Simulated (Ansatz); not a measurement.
An Ansatz (a first-principles code) run. Input:

Ansatz 0.2 input:
```yaml
crystal:
  lattice:
    - [3.2095870855, -5.7113904629, 0.0]
    - [3.2095870855, 5.7113904629, 0.0]
    - [0.0, 0.0, 6.4046747876]
  atoms:
    - { symbol: Sn, position: [0.960134797, 0.7077318425, 0.1668383203] }
    - { symbol: Sn, position: [0.039865203, 0.2922681575, 0.1668383203] }
    - { symbol: Sn, position: [0.7077318425, 0.960134797, 0.8331616797] }
    - { symbol: Sn, position: [0.2922681575, 0.039865203, 0.8331616797] }
    - { symbol: Sn, position: [0.539865203, 0.7922681575, 0.3331616797] }
    - { symbol: Sn, position: [0.460134797, 0.2077318425, 0.3331616797] }
    - { symbol: Sn, position: [0.7922681575, 0.539865203, 0.6668383203] }
    - { symbol: Sn, position: [0.2077318425, 0.460134797, 0.6668383203] }
    - { symbol: Pt, position: [0.5, 0.5, 0.0] }
    - { symbol: Pt, position: [0.0, 0.0, 0.5] }
kpoints:
  mp_grid: { grid: [8, 8, 7] }
hamiltonian:
  xc: pbesol
  pseudopotentials: { kind: paw }
scf:
  occupations: { method: fermi_dirac, width: 0.1 }
phonons:
  method: dfpt
  response_accuracy: low
  eigenvectors: true
  rigid_motions: translations
```

Output (shortened):

```
Pseudopotential: Sn, paw, valence charge 14
Pseudopotential: Pt, paw, valence charge 18
Functional definition: PBEsol
Crystal: 10 atoms, lattice volume = 234.811 Å³
Basis set: ecut = 420 eV, 4577 PW (Γ), exchange–correlation on 96×96×96 points (8 copies of the dense FFT grid, shifted against one another)
Bands: 89, of which v1, the nominal top of the filled ones, is band 74 counted from 1 (73 counted from 0)
Symmetry: 8 space group operations
k-points: 226 of 448 (irreducible under 1 space group operation, time reversal used)
SCF iter   1: F=—  HF=-72369.081134 eV  |F-HF|=—  |Δ(HF+E_count)|=         —  Δρ=4.51e-3  dr2=4.32e-2  ethr=1.77e-3  ⟨swp⟩=6.2  Hψ=77893  notcnv=0  defer=265
preconditioner: auto → Kerker (q_TF=auto, 2.526 Å⁻¹)
SCF iter   2: F=—  HF=-72369.071511 eV  |F-HF|=—  |Δ(HF+E_count)|=   9.62e-3  Δρ=2.22e-3  dr2=1.11e-2  ethr=2.92e-5  ⟨swp⟩=2.4  Hψ=38526  notcnv=0  defer=364
SCF iter   3: F=—  HF=-72369.069347 eV  |F-HF|=—  |Δ(HF+E_count)|=   2.16e-3  Δρ=4.64e-4  dr2=5.37e-4  ethr=7.49e-6  ⟨swp⟩=3.0  Hψ=37585  notcnv=0  defer=364
SCF iter   4: F=—  HF=-72369.069293 eV  |F-HF|=—  |Δ(HF+E_count)|=   5.44e-5  Δρ=9.85e-5  dr2=2.89e-5  ethr=3.63e-7  ⟨swp⟩=2.3  Hψ=28275  notcnv=0  defer=364
SCF iter   5: F=—  HF=-72369.069286 eV  |F-HF|=—  |Δ(HF+E_count)|=   7.34e-6  Δρ=2.82e-5  dr2=1.92e-6  ethr=1.95e-8  ⟨swp⟩=2.1  Hψ=24688  notcnv=0  defer=364
SCF iter   6: F=—  HF=-72369.069199 eV  |F-HF|=—  |Δ(HF+E_count)|=   8.66e-5  Δρ=6.50e-6  dr2=1.18e-7  ethr=1.30e-9  ⟨swp⟩=2.0  Hψ=25577  notcnv=0  defer=364
SCF iter   7: F=—  HF=-72369.069199 eV  |F-HF|=—  |Δ(HF+E_count)|=   3.01e-9  Δρ=1.97e-6  dr2=1.04e-8  ethr=7.96e-11  ⟨swp⟩=2.0  Hψ=34507  notcnv=0  defer=364
SCF iter   8: F=—  HF=-72369.069199 eV  |F-HF|=—  |Δ(HF+E_count)|=   4.48e-9  Δρ=6.64e-7  dr2=1.77e-9  ethr=6.99e-12  ⟨swp⟩=2.0  Hψ=34286  notcnv=0  defer=364
SCF iter  11: F=-72369.069199 eV  HF=-72369.069199 eV  |F-HF|=1.46e-11  |Δ(HF+E_count)|=    0.00e0  Δρ=1.40e-8  dr2=9.21e-13  ethr=1.00e-12  ⟨swp⟩=11.5  Hψ=97163  notcnv=0
SCF 1 converged in 11 iterations: F = -72369.069199 eV  dr2 = 9.21e-13
DFPT response loops at Γ: preconditioner auto → Kerker (q_TF=auto, 2.526 Å⁻¹) (partly filled bands, converged f_vac=0.000) …
the run's response loops start from zero, take more passes and end by a threshold …
SCF converged after 11 iterations
Free energy (F): -72369.069199 eV
Harris-Foulkes:  -72369.069199 eV  (|F-HF|=1.46e-11)
Internal energy: -72368.952949 eV  (E = F + TS)
E sigma→0 (E₀):  -72369.011074 eV
Entropy (-TS):   -0.116250 eV (-11.625 meV/atom)
Fermi energy:    13.060717 eV
--- Per-component energies (eV) ---
  E_band       = -1048.401353
  E_kinetic    = 2779.999957
  E_local      = -11178.132590  (includes V_loc(G=0)·N_el)
  E_nonlocal   = 161.228405
  E_hartree    = 6000.268888
  E_xc         = -3559.064415
  E_vxc        = -1386.241826  (∫ρ·V_xc dr)
  E_paw        = -51157.119968  (= ΣΔE_a)
  E_vpaw       = -3425.793436  (= ΣTr[D̂ρ^β])
  E_aug_tail   = 0.000358  (compensation charges beyond the density's cutoff)
  E_ewald      = -15418.986264
  E_core_change = 2.852680  (= ΣΔE_core)
  E_smearing   = -0.116250  (= −TS)
  E_closure    = 0.000000  (closes the sum)
  Σ components = -72369.069199   (vs F -72369.069199, Δ=0.00e0)
  [band-id]    e_kinetic+e_local+e_nonlocal+2·e_hartree+e_vxc+e_vpaw+e_augmentation_tail = -1048.401357   (vs E_band -1048.401353, Δ=-3.81e-6)
--- Band table (eV; the first three rows and the last of 226) ---
  k-point 0: bands = ["-85.8304", "-85.8304", "-40.0688", "-40.0685", "-40.0685", "-40.0682", "-39.9398", "-39.9396", "-8.5043", "-8.5039", "-8.4765", "-8.4551", "-8.4457", "-8.4436", "-8.4308", "-8.4304", "-8.4111", "-8.4099", "-8.4075", "-8.4069", …
  k-point 1: bands = ["-85.8304", "-85.8304", "-40.0688", "-40.0685", "-40.0685", "-40.0682", "-39.9398", "-39.9396", "-8.5050", "-8.5043", "-8.4734", "-8.4557", "-8.4513", "-8.4439", "-8.4342", "-8.4301", "-8.4207", "-8.4082", "-8.4069", "-8.3929", …
  k-point 2: bands = ["-85.8304", "-85.8304", "-40.0687", "-40.0685", "-40.0685", "-40.0683", "-39.9398", "-39.9397", "-8.5064", "-8.5053", "-8.4649", "-8.4592", "-8.4583", "-8.4462", "-8.4405", "-8.4310", "-8.4259", "-8.4079", "-8.4056", "-8.3829", …
  k-point 225: bands = ["-85.8304", "-85.8304", "-40.0687", "-40.0686", "-40.0684", "-40.0683", "-39.9397", "-39.9397", "-8.4975", "-8.4871", "-8.4722", "-8.4720", "-8.4201", "-8.4199", "-8.4111", "-8.4088", "-8.4070", "-8.4035", "-8.3867", "-8.3845", …
--- Phonons (Γ-DFPT): 6 representative perturbations + reference, on 226 of 448 k-points (Σ response iterations 50) ---
  ASR residual: 4.950e-3 → 0.000e0 eV/Å²; symmetrization residual: 1.539e-3 eV/Å²
  ASR residual per site (eV/Å²): 3.39e-3 3.39e-3 3.39e-3 3.39e-3 3.39e-3 3.39e-3 3.39e-3 3.39e-3 4.95e-3 4.95e-3
  Γ frequencies (cm⁻¹): 0.00 0.00 0.00 49.07 61.61 65.14 67.35 79.96 83.06 83.75 84.50 85.97 89.62 90.30 91.27 100.90 104.11 114.48 114.54 114.57 130.36 142.01 144.72 144.78 148.93 149.65 150.02 154.51 155.01 156.67
  non-analytic LO–TO correction: not included (Born effective charges unavailable; polar crystals: no LO–TO splitting at Γ)
```

Cost: very roughly 100 core-minutes on shared cores.

Space group Ccce. The first step of the workflow began from a Materials Project structure, measured or hypothetical; the Crystallography Open Database files this formula in space group No. 68, but the cells were not matched. Its standing as an ambient phase is unchecked. Symmetry was held in the PBEsol relaxation; of distortions, only those at the zone centre were tested. No spin polarisation was allowed. As this level gives no gap, phonon frequencies hold no LO–TO term and depend on the k-mesh and smearing (Fermi–Dirac, 0.1 eV here). Spin–orbit coupling is left out wherever it is not named.

Potentials: the later of the program's two PAW sets.

Ansatz is a plane-wave DFT program.
